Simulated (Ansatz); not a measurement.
**Does this entry for NaMgH4SO6F lie near equilibrium?**

The cell is an entry of the Crystallography Open Database (COD), atoms as given.

```cif
data_NaMgH4SO6F
_symmetry_space_group_name_H-M 'P2_1/m'
_symmetry_Int_Tables_number 11
_cell_length_a 5.7340
_cell_length_b 7.2140
_cell_length_c 7.2020
_cell_angle_alpha 90.000
_cell_angle_beta 113.230
_cell_angle_gamma 90.000
loop_
_atom_site_label
_atom_site_type_symbol
_atom_site_symmetry_multiplicity
_atom_site_Wyckoff_symbol
_atom_site_fract_x
_atom_site_fract_y
_atom_site_fract_z
Na Na 2 e 0.6321 0.7500 0.1960
Mg Mg 2 a 0.0000 0.0000 0.0000
H5 H 4 f 0.2950 0.5820 0.3460
H9 H 4 f 0.4080 0.4550 0.2960
S S 2 e 0.8535 0.2500 0.3069
O15 O 4 f 0.8013 0.4161 0.1763
O19 O 2 e 0.6692 0.2500 0.4067
O21 O 2 e 0.1121 0.2500 0.4572
O23 O 4 f 0.3291 0.5434 0.2576
F F 2 e 0.8852 0.7500 0.0207
```

One atom of each set is listed.

Computed with Ansatz: DFT, PBE, plane waves and PAW, scalar-relativistic, 420 eV cutoff, Γ-centred 4×3×3 k-points, Fermi–Dirac smearing 0.02 eV.

Problem. Do the atoms and the cell lie near the calculated equilibrium?

Solution. No. The largest force is 22 eV/Å, on atom 23 (O: 2 H at 0.77–0.79 Å, 1 Mg at 2.08 Å; also 1 Na at 2.46 Å), and the pressure is 28.0 GPa. Bonds to hydrogen as short as 0.77 Å are the usual result of locating hydrogen with X-rays, and they can account for much of this: hydrogen has to be relaxed before the gradients can be taken for those of the compound.
